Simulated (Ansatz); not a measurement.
PbI2:
```
CELL_PARAMETERS angstrom
      4.46951     0.00000     0.00000
     -2.23476     3.87071     0.00000
      0.00000     0.00000     6.78453
ATOMIC_POSITIONS crystal
  Pb 0.00000 0.00000 0.00000
  I  0.33333 0.66667 0.27454
  I  0.66667 0.33333 0.72546
```

LDA (plane waves, PAW; program Ansatz) gives a gap of 1.90 eV without spin–orbit coupling, maximum at A, minimum at A.

Question: What happens when spin–orbit coupling is switched on?

Answer: The gap falls by 0.76 eV, to 1.14 eV; maximum at A, minimum at A.

Question: Give the electron effective mass with spin–orbit coupling.

Answer: 0.16, 0.16, 1.1 mₑ (principal values).

Question: Give the hole effective mass with spin–orbit coupling.

Answer: 0.29, 0.29, 0.53 mₑ (principal values).

Space group P-3m1 (CdI2 type). The cell was relaxed with LDA under the symmetry of its start. A crystal of weakly bound layers computed without a dispersion correction: the cell and the soft elastic constants depend strongly on that.

Potentials: the later of the program's two PAW sets.
